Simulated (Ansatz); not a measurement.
A relaxation computed with Ansatz, from input to last step.

```yaml
crystal:
  lattice:
    - [2.1644168254, 1.2496266368, 4.363215328]
    - [-2.1644168254, 1.2496266368, 4.363215328]
    - [0.0, -2.4992532736, 4.363215328]
  atoms:
    - { symbol: Bi, position: [0.2372674548, 0.2372674548, 0.2372674548] }
    - { symbol: Bi, position: [0.7627325452, 0.7627325452, 0.7627325452] }
    - { symbol: H, position: [0.0, 0.0, 0.0] }
basis:
  ecutwfc: 500
kpoints:
  mp_grid: { grid: [12, 12, 12] }
hamiltonian:
  xc: r2scan
scf:
  occupations: { method: gaussian, width: 0.1 }
output:
  forces: true
  stress: true
  eigenvalues: true
relax:
  adjacent_minimum: "off"
  f_tol: 0.025
  max_steps: 70
  cell: { stress_tol: 0.12 }
```

```bash
ansatz run input.yaml --threads 2 --pin off --max-ram 5120MiB --backend cpu --events-out ev --progress --plain --runs-dir out
```

Level of theory: DFT r2SCAN, scalar-relativistic, plane waves, PAW (Ansatz 0.2.0).

Of 3 frames 3 are shown, positions in Å and forces in eV/Å; the SCF threshold varies from step to step. Steps run on the plane waves of an earlier cell, with a Pulay correction in the pressure. The basis is chosen afresh for the last frame, the zero of the energies, and can be on the way; energy and pressure step there, also at an unchanged geometry.

```xyz
3
Lattice="2.1644 1.2496 4.3632 -2.1644 1.2496 4.3632 0.0000 -2.4993 4.3632" Properties=species:S:1:pos:R:3:forces:R:3 pbc="T T T" step=1 free_energy_over_end_meV_per_atom=0.07 pressure_GPa=0.02
Bi    0.0000    0.0000    3.1057    0.0000    0.0000    0.0280
Bi    0.0000    0.0000    9.9839    0.0000    0.0000   -0.0280
H     0.0000    0.0000    0.0000    0.0000    0.0000    0.0000
3
Lattice="2.1610 1.2476 4.3732 -2.1610 1.2476 4.3732 0.0000 -2.4953 4.3732" Properties=species:S:1:pos:R:3:forces:R:3 pbc="T T T" step=2 free_energy_over_end_meV_per_atom=0.00 pressure_GPa=-0.09
Bi    0.0000    0.0000    3.1203    0.0000    0.0000   -0.0230
Bi    0.0000    0.0000    9.9994    0.0000    0.0000    0.0230
H     0.0000    0.0000    0.0000    0.0000    0.0000    0.0000
3
Lattice="2.1610 1.2476 4.3732 -2.1610 1.2476 4.3732 0.0000 -2.4953 4.3732" Properties=species:S:1:pos:R:3:forces:R:3 pbc="T T T" step=3 free_energy_over_end_meV_per_atom=0.00 pressure_GPa=-0.09
Bi    0.0000    0.0000    3.1203    0.0000    0.0000   -0.0230
Bi    0.0000    0.0000    9.9994    0.0000    0.0000    0.0230
H     0.0000    0.0000    0.0000    0.0000    0.0000    0.0000
```

Time: 52 s on 2 threads of Intel(R) Xeon(R) Platinum 8259CL CPU @ 2.50GHz (Skylake/Cascade Lake), on a shared host, peak memory 0.93 GiB.

Spin–orbit coupling is left out, which can shift energies with elements as heavy as these.